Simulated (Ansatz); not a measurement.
## Phonon dispersion of In₄Sb₃As

Level of theory: DFT PBE, scalar-relativistic, plane waves, PAW (Ansatz). Settings: 420 eV plane-wave cutoff, Γ-centred 8×8×4 mesh, Fermi-Dirac smearing of 0.15 eV. No spin polarisation. Phonons by linear response, acoustic sum rule imposed.

Equilibrium structure at this level:
```
In Sb As
1.0
     4.61667    0.00000    0.00000
     0.00000    4.61667    0.00000
     0.00000    0.00000   13.04271
In Sb As
4 3 1
Direct
  0.50000 0.00000 0.62938
  0.00000 0.50000 0.88748
  0.50000 0.00000 0.11252
  0.00000 0.50000 0.37062
  0.50000 0.50000 0.24175
  0.00000 0.00000 0.50000
  0.50000 0.50000 0.75825
  0.00000 0.00000 0.00000
```

It was reached by relaxing an invented guess, and it needn't be the stable form of this composition. In a metal, frequencies and elastic constants depend on the k mesh and the smearing, soft modes and shear constants most. Spin–orbit coupling is left out, which matters for heavy elements.

Force constants from linear response on a 2×2×1 q mesh.

Question: Is the structure dynamically stable on this mesh?

Answer: Yes, on this mesh: no mode is imaginary. Between the mesh points the interpolation dips to 15i cm⁻¹.

Question: Give the frequencies (cm⁻¹; i marks imaginary ones) at the irreducible q points, in fractions of the reciprocal vectors.

Answer:
```csv
q,star,frequencies
0.000 0.000 0.000,1,0 0 0 36 36 37 37 44 44 78 83 141 144 161 161 162 162 166 166 168 171 180 180 185
0.000 -0.500 0.000,2,33 33 34 34 40 43 54 56 98 101 122 127 148 149 151 157 162 163 165 167 168 179 180 181
-0.500 -0.500 0.000,1,39 39 39 40 52 52 59 59 125 127 127 129 142 144 144 146 162 163 163 166 166 176 178 178
```
